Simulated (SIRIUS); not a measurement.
A self-consistent single point of CoSi (P2_13, 8 atoms in the cell; from Materials Project mp-7577, changed as shown).

```xyz
8
Lattice="4.3152 0.0000 0.0000 0.0000 4.3152 0.0000 0.0000 0.0000 4.3152" Properties=species:S:1:pos:R:3 pbc="T T T"
Co     3.6856     2.7872     1.5280
Co     2.7872     1.5280     3.6856
Co     1.5280     3.6856     2.7872
Co     0.6296     0.6296     0.6296
Si     0.6755     1.4821     2.8331
Si     1.4821     2.8331     0.6755
Si     2.8331     0.6755     1.4821
Si     3.6397     3.6397     3.6397
```

Level of theory: LDA (PW92), GBRV LDA ultrasoft pseudopotentials (plane waves; SIRIUS).

SIRIUS settings:

```
setting                                                               value
--------------------------------------  -----------------------------------
parameters.ngridk                                                     8 8 8
parameters.xc_functionals                           [XC_LDA_X, XC_LDA_C_PW]
parameters.gk_cutoff                                           6.325 1/bohr
parameters.pw_cutoff                                          14.143 1/bohr
parameters.smearing                                             fermi_dirac
parameters.smearing_width                                     0.00367493 Ha
potentials                              GBRV LDA ultrasoft pseudopotentials
parameters.electronic_structure_method                      pseudopotential
parameters.num_bands                                                     50
parameters.num_mag_dims                                                   0
parameters.num_dft_iter                                                 100
parameters.energy_tol                                              1e-07 Ha
parameters.density_tol                                                1e-06
mixer.type                                                         broyden2
mixer.beta                                                              0.5
mixer.use_hartree                                                      true
```

Results:

```
Property                                                   Value
------------------------------------------------  --------------
Number of valence electrons                                   84
Number of bands                                               50
Number of k-points after the program's reduction              45
Number of plane waves (most at a k-point)                   2360
Number of SCF iterations                                      17
FFT grid                                            40 × 40 × 40
Free energy E − TS                                -16767.1649 eV
Fermi level (on the code's own zero)                    17.93 eV
Pressure                                                6.39 GPa
Largest force (vector length)                         0.037 eV/Å
```

Forces (eV/Å):
```json
[
 {"atom": "Co1", "Fx": "-0.021", "Fy": "0.021", "Fz": "-0.021"},
 {"atom": "Co2", "Fx": "0.021", "Fy": "-0.021", "Fz": "-0.021"},
 {"atom": "Co3", "Fx": "-0.021", "Fy": "-0.021", "Fz": "0.021"},
 {"atom": "Co4", "Fx": "0.021", "Fy": "0.021", "Fz": "0.021"},
 {"atom": "Si5", "Fx": "0.006", "Fy": "-0.006", "Fz": "0.006"},
 {"atom": "Si6", "Fx": "-0.006", "Fy": "0.006", "Fz": "0.006"},
 {"atom": "Si7", "Fx": "0.006", "Fy": "0.006", "Fz": "-0.006"},
 {"atom": "Si8", "Fx": "-0.006", "Fy": "-0.006", "Fz": "-0.006"}
]
```

Stress (GPa, positive for compression):
```
6.39  0.00  0.00
0.00  6.39  0.00
0.00  0.00  6.39
```

For comparison: a first run was changed to give this one (lattice scaled by 0.98), and from it to this one the free energy goes down by 6.6 meV/atom, the pressure goes from -8.93 to 6.39 GPa and the largest force goes from 0.090 to 0.037 eV/Å.

The run has no spin polarisation, so moments on Co cannot form. The structure comes from a collection of computed structures, made at another level of theory; the collection holds predicted forms beside known ones. Its lattice was then scaled.

Cost on one core: very roughly 110 core-seconds.
